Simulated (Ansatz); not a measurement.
**Y, one cell by several methods**

```
Y
1.0
     3.69045    0.00000    0.00000
    -1.84523    3.19603    0.00000
     0.00000    0.00000    5.58086
Y
2
Direct
  0.33333 0.66667 0.25000
  0.66667 0.33333 0.75000
```

Atoms are numbered in the order listed.

The cell was built from the hcp type and relaxed in the same program; it needn't be a known or the stable phase. The listed cell was then made from it by scaling, straining or moving an atom.

Levels of theory: DFT, PBE, PAW with Ansatz's default frozen-core files, scalar-relativistic (Ansatz 0.2.0); DFT, PBE, all-electron PAW with datasets made for the crystal, scalar-relativistic (Ansatz 0.2.0); DFT, PBE, all-electron LAPW, scalar-relativistic (Ansatz 0.2.0).

For PAW: a Γ-centred 14×14×8 k mesh, Fermi–Dirac smearing of 0.08 eV, cutoff 420 eV, no spin polarisation. The crystal-made all-electron datasets (AE datasets) take a cutoff of 200 eV at this cell. LAPW targets a basis error of 0.5 meV/atom. The Ansatz runs share mesh, smearing and spin set-up. Plane-wave (PAW) pressures include the program's estimate of the Pulay term.

Stress and pressure are positive in compression.

The change that made this cell: z strained by -2 % at fixed volume.

Spin–orbit coupling is left out, which moves gradients at and beside heavy atoms by some per cent and at worst by a factor of two.

In a metal, gradients converge slowly with the k mesh: the values move by tens of per cent from one mesh to another, at times in sign, so only the comparison on one mesh counts.

```tsv
quantity	PAW	AE datasets	LAPW
pressure (GPa)	0.00	-0.01	0.00
stress xx (GPa)	-0.58	-0.59	-0.58
stress zz (GPa)	1.16	1.15	1.16
field gradient Vzz at Y1 (10²¹ V/m²)	?	?	–
```

**Question.** Give the missing entry: row "field gradient Vzz at Y1 (10²¹ V/m²)", column "PAW".

**Answer.** 4.12.

**Question.** Give the missing entry: row "field gradient Vzz at Y1 (10²¹ V/m²)", column "AE datasets".

**Answer.** 4.03.
